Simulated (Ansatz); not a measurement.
# Strain response of YTiGe

Theory: DFT PBEsol, scalar-relativistic, plane waves, PAW in Ansatz. Settings: 420 eV cutoff, 10×10×6 k-mesh, Gaussian smearing of 0.10 eV, no spin polarisation.

Starting point, cell and atoms relaxed:

```yaml
crystal:
  lattice:
    - [4.01075, 0.00000, 0.00000]
    - [0.00000, 4.01075, 0.00000]
    - [0.00000, 0.00000, 7.59028]
  atoms:
    - { symbol: Y, position: [0.50000, 0.00000, 0.65652] }
    - { symbol: Y, position: [0.00000, 0.50000, 0.34348] }
    - { symbol: Ti, position: [0.00000, 0.00000, 0.00000] }
    - { symbol: Ti, position: [0.50000, 0.50000, 0.00000] }
    - { symbol: Ge, position: [0.50000, 0.00000, 0.24299] }
    - { symbol: Ge, position: [0.00000, 0.50000, 0.75701] }
```

Deformation: uniaxial strain along c, with the lengths of a and b and the atoms relaxed and the angles held, all within the symmetry that the strain leaves. Energies are extrapolated to zero smearing.

Question: Give the structure at -3.0 %.

Answer:
```yaml
crystal:
  lattice:
    - [4.04274, 0.00000, 0.00000]
    - [0.00000, 4.04274, 0.00000]
    - [0.00000, 0.00000, 7.36257]
  atoms:
    - { symbol: Y, position: [0.50000, 0.00000, 0.65457] }
    - { symbol: Y, position: [0.00000, 0.50000, 0.34543] }
    - { symbol: Ti, position: [0.00000, 0.00000, 0.00000] }
    - { symbol: Ti, position: [0.50000, 0.50000, 0.00000] }
    - { symbol: Ge, position: [0.50000, 0.00000, 0.24347] }
    - { symbol: Ge, position: [0.00000, 0.50000, 0.75653] }
```
Space group P4/nmm (129), 8.9 meV/atom over the relaxed crystal.

Cost: 7 runs of about 17 core-minutes in all, on Arm Neoverse V2 (shared hosts).